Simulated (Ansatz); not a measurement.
An Ansatz (a first-principles code) run. Input:

Ansatz 0.2 input:
```yaml
crystal:
  lattice:
    - [4.5712816586, 0.0, 0.0]
    - [0.0, 4.5712816586, 0.0]
    - [0.0, 0.0, 4.5712816586]
  atoms:
    - { symbol: Cr, position: [0.25, 0.0, 0.5] }
    - { symbol: Cr, position: [0.75, 0.0, 0.5] }
    - { symbol: Cr, position: [0.5, 0.75, 0.0] }
    - { symbol: Cr, position: [0.5, 0.25, 0.0] }
    - { symbol: Cr, position: [0.0, 0.5, 0.75] }
    - { symbol: Cr, position: [0.0, 0.5, 0.25] }
    - { symbol: Ru, position: [0.0, 0.0, 0.0] }
    - { symbol: Ru, position: [0.5, 0.5, 0.5] }
kpoints:
  mp_grid: { grid: [19, 19, 19] }
hamiltonian:
  xc: pbesol
  pseudopotentials: { kind: paw }
scf:
  occupations: { method: fermi_dirac, width: 0.1 }
elastic: { mode: relaxed_ion, stencil: two_point, amplitude: 0.005, f_tol: 0.0005 }
```

Output (shortened):

```
Pseudopotential: Cr, paw, valence charge 14
Pseudopotential: Ru, paw, valence charge 16
Functional definition: PBEsol
Crystal: 8 atoms, lattice volume = 95.524 Å³
Basis set: ecut = 420 eV, 1863 PW (Γ), exchange–correlation on 64×64×64 points (8 copies of the dense FFT grid, shifted against one another)
Bands: 70, of which v1, the nominal top of the filled ones, is band 58 counted from 1 (57 counted from 0)
Symmetry: 48 space group operations
Space group: Pm-3n (ITA 223), of the structure as read, at distance tolerance 4.6e-5 Å
k-points: 220 of 6859
SCF 1 converged in 11 iterations: F = -31727.725264 eV  dr2 = 5.79e-15
Crystal: 8 atoms, lattice volume = 95.047 Å³
Basis set: ecut = 420 eV, 1855 PW (Γ), exchange–correlation on 64×64×64 points (8 copies of the dense FFT grid, shifted against one another)
Symmetry: 16 space group operations
k-points: 550 of 6859
SCF 2 converged in 13 iterations: F = -31727.720408 eV  dr2 = 2.07e-14
relax step   1: F+E_penalty+E_count = -31727.72040821 eV  Δ(F+E_penalty+E_count) = +0.000e0 eV  max|allowed force component| = 2.857e-2 eV/Å  Δτ_max = 0.0000 Å  (13 SCF iters, accepted)
Crystal: 8 atoms, lattice volume = 95.047 Å³
SCF 3 converged in 9 iterations: F = -31727.720455 eV  dr2 = 9.17e-14
relax step   2: F+E_penalty+E_count = -31727.72045458 eV  Δ(F+E_penalty+E_count) = -4.637e-5 eV  max|allowed force component| = 2.355e-2 eV/Å  Δτ_max = 0.0004 Å  (9 SCF iters, accepted)
Crystal: 8 atoms, lattice volume = 95.047 Å³
SCF 4 converged in 10 iterations: F = -31727.720552 eV  dr2 = 4.97e-14
relax step   3: F+E_penalty+E_count = -31727.72055242 eV  Δ(F+E_penalty+E_count) = -9.785e-5 eV  max|allowed force component| = 1.246e-4 eV/Å  Δτ_max = 0.0021 Å  (10 SCF iters, accepted)
Crystal: 8 atoms, lattice volume = 95.047 Å³
SCF 5 converged in 14 iterations: F = -31727.720552 eV  dr2 = 0.0
Crystal: 8 atoms, lattice volume = 96.002 Å³
SCF 6 converged in 13 iterations: F = -31727.722742 eV  dr2 = 2.16e-14
relax step   1: F+E_penalty+E_count = -31727.72274211 eV  Δ(F+E_penalty+E_count) = +0.000e0 eV  max|allowed force component| = 2.751e-2 eV/Å  Δτ_max = 0.0000 Å  (13 SCF iters, accepted)
Crystal: 8 atoms, lattice volume = 96.002 Å³
SCF 7 converged in 11 iterations: F = -31727.722889 eV  dr2 = 2.80e-14
relax step   2: F+E_penalty+E_count = -31727.72288881 eV  Δ(F+E_penalty+E_count) = -1.467e-4 eV  max|allowed force component| = 2.777e-3 eV/Å  Δτ_max = 0.0024 Å  (11 SCF iters, accepted)
Crystal: 8 atoms, lattice volume = 96.002 Å³
SCF 8 converged in 9 iterations: F = -31727.722890 eV  dr2 = 3.85e-14
relax step   3: F+E_penalty+E_count = -31727.72289033 eV  Δ(F+E_penalty+E_count) = -1.518e-6 eV  max|allowed force component| = 1.237e-5 eV/Å  Δτ_max = 0.0003 Å  (9 SCF iters, accepted)
Crystal: 8 atoms, lattice volume = 96.002 Å³
SCF 9 converged in 13 iterations: F = -31727.722890 eV  dr2 = 1.91e-19
Crystal: 8 atoms, lattice volume = 95.524 Å³
Symmetry: 8 space group operations
k-points: 1000 of 6859
SCF 10 converged in 12 iterations: F = -31727.724443 eV  dr2 = 1.38e-14
relax step   1: F+E_penalty+E_count = -31727.72444293 eV  Δ(F+E_penalty+E_count) = +0.000e0 eV  max|allowed force component| = 1.998e-2 eV/Å  Δτ_max = 0.0000 Å  (12 SCF iters, accepted)
Crystal: 8 atoms, lattice volume = 95.524 Å³
SCF 11 converged in 9 iterations: F = -31727.724502 eV  dr2 = 2.00e-14
relax step   2: F+E_penalty+E_count = -31727.72450197 eV  Δ(F+E_penalty+E_count) = -5.904e-5 eV  max|allowed force component| = 8.291e-3 eV/Å  Δτ_max = 0.0010 Å  (9 SCF iters, accepted)
Crystal: 8 atoms, lattice volume = 95.524 Å³
SCF 12 converged in 9 iterations: F = -31727.724514 eV  dr2 = 1.05e-14
relax step   3: F+E_penalty+E_count = -31727.72451426 eV  Δ(F+E_penalty+E_count) = -1.229e-5 eV  max|allowed force component| = 1.559e-4 eV/Å  Δτ_max = 0.0007 Å  (9 SCF iters, accepted)
Crystal: 8 atoms, lattice volume = 95.524 Å³
SCF 13 converged in 13 iterations: F = -31727.724514 eV  dr2 = 4.22e-18
Crystal: 8 atoms, lattice volume = 95.524 Å³
SCF 14 converged in 12 iterations: F = -31727.724443 eV  dr2 = 1.36e-14
relax step   1: F+E_penalty+E_count = -31727.72444293 eV  Δ(F+E_penalty+E_count) = +0.000e0 eV  max|allowed force component| = 1.998e-2 eV/Å  Δτ_max = 0.0000 Å  (12 SCF iters, accepted)
Crystal: 8 atoms, lattice volume = 95.524 Å³
SCF 15 converged in 9 iterations: F = -31727.724514 eV  dr2 = 7.14e-14
relax step   2: F+E_penalty+E_count = -31727.72451423 eV  Δ(F+E_penalty+E_count) = -7.130e-5 eV  max|allowed force component| = 3.856e-4 eV/Å  Δτ_max = 0.0018 Å  (9 SCF iters, accepted)
Crystal: 8 atoms, lattice volume = 95.524 Å³
SCF 16 converged in 13 iterations: F = -31727.724514 eV  dr2 = 5.90e-19
SCF converged after 11 iterations
Free energy (F): -31727.725264 eV
Harris-Foulkes:  -31727.725264 eV  (|F-HF|=3.64e-12)
Internal energy: -31727.375514 eV  (E = F + TS)
E sigma→0 (E₀):  -31727.550389 eV
Entropy (-TS):   -0.349750 eV (-43.719 meV/atom)
Fermi energy:    20.741782 eV
--- Per-component energies (eV) ---
  E_band       = -951.265641
  E_kinetic    = 3095.364596
  E_local      = -9572.933799  (includes V_loc(G=0)·N_el)
  E_nonlocal   = 1170.350709
  E_hartree    = 3892.274119
  E_xc         = -1216.544753
  E_vxc        = -1550.747700  (∫ρ·V_xc dr)
  E_paw        = -13801.434580  (= ΣΔE_a)
  E_vpaw       = -1877.849466  (= ΣTr[D̂ρ^β])
  E_aug_tail   = 0.001784  (compensation charges beyond the density's cutoff)
  E_ewald      = -15295.920179
  E_core_change = 1.466589  (= ΣΔE_core)
  E_smearing   = -0.349750  (= −TS)
  E_closure    = 0.000000  (closes the sum)
  Σ components = -31727.725264   (vs F -31727.725264, Δ=0.00e0)
--- Forces (eV/Å), atoms counted from 1 ---
  atom   1  Cr     0.00000000     0.00000000     0.00000000
  atom   2  Cr     0.00000000     0.00000000     0.00000000
  atom   3  Cr     0.00000000     0.00000000     0.00000000
  atom   4  Cr     0.00000000     0.00000000     0.00000000
  atom   5  Cr     0.00000000     0.00000000     0.00000000
  atom   6  Cr     0.00000000     0.00000000     0.00000000
  atom   7  Ru     0.00000000     0.00000000     0.00000000
  atom   8  Ru     0.00000000     0.00000000     0.00000000
  max |Σ_I F_I| component: 4.92e-17 eV/Å
--- Stress (GPa, compression-positive) ---
        0.377493       0.000000       0.000000
        0.000000       0.377493       0.000000
        0.000000       0.000000       0.377493
  P = ⅓ Tr σ = 0.3775 GPa (3.775 kbar)
--- Band table (eV; the first three rows and the last of 220) ---
  k-point 0: bands = ["-52.1747", "-52.1602", "-50.8495", "-50.8035", "-50.8035", "-50.6228", "-50.6228", "-50.6228", "-22.8042", "-22.8042", "-22.7289", "-22.7289", "-22.7289", "-22.6963", "-22.4947", "-22.4947", "-22.4947", "-22.1910", "-22.1910", …
  k-point 1: bands = ["-52.1745", "-52.1602", "-50.8489", "-50.8039", "-50.8026", "-50.6241", "-50.6228", "-50.6228", "-22.8070", "-22.7996", "-22.7282", "-22.7282", "-22.7274", "-22.6910", "-22.4975", "-22.4975", "-22.4877", "-22.1905", "-22.1890", …
  k-point 2: bands = ["-52.1741", "-52.1604", "-50.8474", "-50.8048", "-50.7998", "-50.6280", "-50.6228", "-50.6228", "-22.8143", "-22.7887", "-22.7263", "-22.7263", "-22.7208", "-22.6744", "-22.5051", "-22.5051", "-22.4678", "-22.1890", "-22.1836", …
  k-point 219: bands = ["-52.1609", "-52.1609", "-50.7344", "-50.7318", "-50.7318", "-50.7166", "-50.7166", "-50.7143", "-22.5499", "-22.5442", "-22.5442", "-22.5180", "-22.5180", "-22.5110", "-22.3727", "-22.3713", "-22.1616", "-22.1616", "-22.1590", …
--- Elastic constants: 2 strain directions × 2 members + reference (group order 48) ---
  dense FFT box of the reference and of every strained cell: 32×32×32
  strains applied: 11, 23; error gains: componentwise 1.00 (the most a stress slope's error grows in a printed constant), spectral 1.73 (1 for all six strains …
  C = ∂σ_k/∂η_j (tension-positive GPa; Voigt order 11 22 33 23 13 12):
       475.012    196.755    196.755      0.000      0.000      0.000
       196.755    475.012    196.755      0.000      0.000      0.000
       196.755    196.755    475.012      0.000      0.000      0.000
         0.000      0.000      0.000     99.893      0.000      0.000
         0.000      0.000      0.000      0.000     99.893      0.000
         0.000      0.000      0.000      0.000      0.000     99.893
  reference stress σ⁰ (GPa):     -0.377     -0.377     -0.377      0.000      0.000      0.000
  moduli (Voigt/Reuss/Hill, GPa): K = 289.51/289.51/289.51   G = 115.59/112.59/114.09   E = 302.53   ν = 0.326
  mechanically stable: yes (min eigenvalue of sym C = 99.89 GPa)
  strain η (Voigt 11):  stress-route row diagonal C_11 = 475.01 GPa, energy-path curvature d²(F+E_count+ΔE)/dδ²/Ω₀ = 475.02 GPa
         δ    σ_11 (GPa)             F (eV)   n_scf  n_hpsi   n_pw
    -5.000e-3      -2.8033      -31727.7205524      14  792361   1874   relax 3 steps, max|allowed force component| 1.25e-4 eV/Å
     5.000e-3       1.9468      -31727.7228903      13  718030   1895   relax 3 steps, max|allowed force component| 1.24e-5 eV/Å
  strain η (Voigt 23):  stress-route row diagonal C_44 = 99.89 GPa, energy-path curvature d²(F+E_count+ΔE)/dδ²/Ω₀ = 100.12 GPa
         δ    σ_23 (GPa)             F (eV)   n_scf  n_hpsi   n_pw
    -5.000e-3      -0.4995      -31727.7245143      13  1360583   1888   relax 3 steps, max|allowed force component| 1.56e-4 eV/Å
     5.000e-3       0.4995      -31727.7245142      13  1362044   1888   relax 2 steps, max|allowed force component| 3.86e-4 eV/Å
```

Cost: very roughly 80 core-minutes on shared cores.

The workflow started from a Materials Project entry (that database holds measured and hypothetical structures alike); the Crystallography Open Database copy checked does not list it. Its standing as an ambient phase is unchecked. Symmetry was held in the PBEsol relaxation; its stability against distortions is not shown here. The run is not spin-polarised. As this level gives no gap, shear constants depend on the k-mesh and smearing (Fermi–Dirac, 0.1 eV here). On the denser mesh and wider smearing of the elastic run this cell carries a stress of 0.4 GPa. Spin–orbit coupling is left out wherever it is not named.

Potentials: the later of the program's two PAW sets.

Ansatz is a plane-wave DFT program.
